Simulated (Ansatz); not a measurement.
**Ta₄N₃: opening a crack plane**

Ta₄N₃, I4/mmm, a = 4.357 Å, c = 8.545 Å. The structure is a Materials Project entry; whether it is the stable form wasn't checked. Ansatz: PBEsol, PAW, 420 eV, Γ-centred 9×9×5 mesh on 14 atoms, Gaussian smearing 0.15 eV; no spin polarisation. One cut on (001) per cell of 14 atoms is opened rigidly by x, between planes of N+Ta and N+Ta that stand 2.04 Å apart; y is the energy per area (18.985 Å², 1 eV/Å² = 16.02 J/m²).

| x (Å) | y (J/m²) |
| --- | --- |
| 0.00 | 0.000 |
| 0.25 | ? |
| 0.50 | 1.530 |
| 0.75 | 2.359 |
| 1.00 | 2.933 |
| 1.50 | 3.680 |
| 2.00 | 4.181 |
| 3.00 | 4.797 |
| 4.50 | 5.141 |
| 6.00 | 5.197 |

**Question.** Fit the universal binding curve y = W[1 − (1 + x/l) e^(−x/l)] to the other rows, give the peak stress, and predict the missing value.

**Answer.** Least squares gives W = 4.98 J/m² and l = 0.512 Å. The stress dy/dx peaks at x = l with W/(e l) = 35.8 GPa, for rigid faces. At x = 0.25: x/l = 0.488, y = 0.432 J/m². The run gave 0.563 J/m², so the fit is 0.131 J/m² too low, within the rms miss on the fitted rows (0.211 J/m²): the form describes this series only roughly.

Spin–orbit coupling is left out, which can shift energies with elements as heavy as these.

Cost: 12 runs of about 4 core-minutes in all, on AMD EPYC 9R45 (Zen 5) (shared hosts).